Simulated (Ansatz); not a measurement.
# Computed properties of HfO2

HfO$_{2}$:
```cif
data_Hf2O4
_chemical_formula_sum 'Hf2 O4'
_space_group_name_H-M_alt 'P 1'
_space_group_IT_number 1
_cell_length_a 4.83816
_cell_length_b 4.83816
_cell_length_c 3.22031
_cell_angle_alpha 90.000
_cell_angle_beta 90.000
_cell_angle_gamma 90.000
loop_
_space_group_symop_operation_xyz
  'x, y, z'
loop_
_atom_site_label
_atom_site_type_symbol
_atom_site_fract_x
_atom_site_fract_y
_atom_site_fract_z
_atom_site_occupancy
Hf1 Hf 0.00000 0.00000 0.00000 1
Hf2 Hf 0.50000 0.50000 0.50000 1
O1 O 0.19492 0.80508 0.50000 1
O2 O 0.80508 0.19492 0.50000 1
O3 O 0.69492 0.69492 0.00000 1
O4 O 0.30508 0.30508 0.00000 1
```

Space group P4_2/mnm (No. 136), rutile; conventional cell a = 4.838 Å, b = 4.838 Å, c = 3.220 Å, α = 90.00°, β = 90.00°, γ = 90.00°.

Method: r²SCAN in the plane-wave PAW code Ansatz. Geometry: relaxed at this level of theory. Other levels are named where they apply.

### Cell and energy

- Volume per atom = 12.56 Å³
- Density = 9.27 g/cm³
- Formation energy from the elements (no fitted shifts) = -3734 meV/atom

### Electronic structure

Band gap: 4.53 eV (direct)
Valence-band maximum: at Γ
Conduction-band minimum: at Γ
Electron effective mass: 0.64, 0.83, 0.83 mₑ (principal values)
Electron effective mass with spin–orbit coupling: 0.67, 0.84, 0.84 mₑ (principal values)
Hole effective mass: 2.0, 2.0, 2.3 mₑ (principal values)
Hole effective mass with spin–orbit coupling: 2.0, 2.0, 2.3 mₑ (principal values)
HSE06 gap on the r²SCAN cell: 5.63 eV
Gap with spin–orbit coupling: 4.52 eV

### Mechanics

- Bulk modulus (Birch–Murnaghan fit): 222 GPa
- Pressure derivative B′: 4.4

### Charges

- Bader charges: Hf +2.75, O -1.38 e

The workflow started from a Materials Project entry (that database holds measured and hypothetical structures alike); the Crystallography Open Database copy checked does not list it. It is not the phase usual at ambient conditions (space group No. 14, 29). The cell was relaxed with r²SCAN under the symmetry of its start; its stability against distortions is not shown here. No spin polarisation was allowed. The references are the lowest solids computed at this level, not always the standard phases (solids in place of the gases). Spin–orbit coupling is left out wherever it is not named.

Potentials: the later of the program's two PAW sets.
